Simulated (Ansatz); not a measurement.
ZnGa$_{2}$S$_{4}$:
```
CELL_PARAMETERS angstrom
      5.15846     0.00000     0.00000
      0.00000     5.15846     0.00000
      0.00000     0.00000     5.32118
ATOMIC_POSITIONS crystal
  Zn 0.00000 0.00000 0.00000
  Ga 0.00000 0.50000 0.50000
  Ga 0.50000 0.00000 0.50000
  S  0.73458 0.73458 0.23998
  S  0.73458 0.26542 0.76002
  S  0.26542 0.26542 0.23998
  S  0.26542 0.73458 0.76002
```

Cartesian axes are those of the cell as given.

Problem. Give the proper piezoelectric stress tensor with relaxed ions from DFT-PBEsol in the program Ansatz with PAW potentials.

Solution. In C/m², rows x, y, z, Voigt columns; mesh uncertainty up to 0.00.
```
0.00  0.00  0.00  0.15  0.00  0.00
0.00  0.00  0.00  0.00  0.15  0.00
0.00  0.00  0.00  0.00  0.00  0.14
```

The elastic tensor of the same run (GPa):

```
84.8  50.5  38.1   0.0   0.0   0.0
50.5  84.8  38.1   0.0   0.0   0.0
38.1  38.1  78.7   0.0   0.0   0.0
 0.0   0.0   0.0  42.7   0.0   0.0
 0.0   0.0   0.0   0.0  42.7   0.0
 0.0   0.0   0.0   0.0   0.0  54.8
```

Problem. Convert to strain constants d = e·S.

Solution. In pC/N:
```
0.0  0.0  0.0  3.6  0.0  0.0
0.0  0.0  0.0  0.0  3.6  0.0
0.0  0.0  0.0  0.0  0.0  2.5
```

Space group P-42m. The first step of the workflow began from a Materials Project structure, measured or hypothetical; the Crystallography Open Database copy checked does not list it. With Zn and Ga taken as one species the cell has the higher symmetry P-43m, so it may be an ordered model of a mixed-site phase. Its standing as an ambient phase is unchecked. The cell was relaxed with PBEsol under the symmetry of its start; its stability against distortions is not shown here. Signs of piezoelectric constants follow the polarity of the cell as given.

Potentials: the later of the program's two PAW sets.
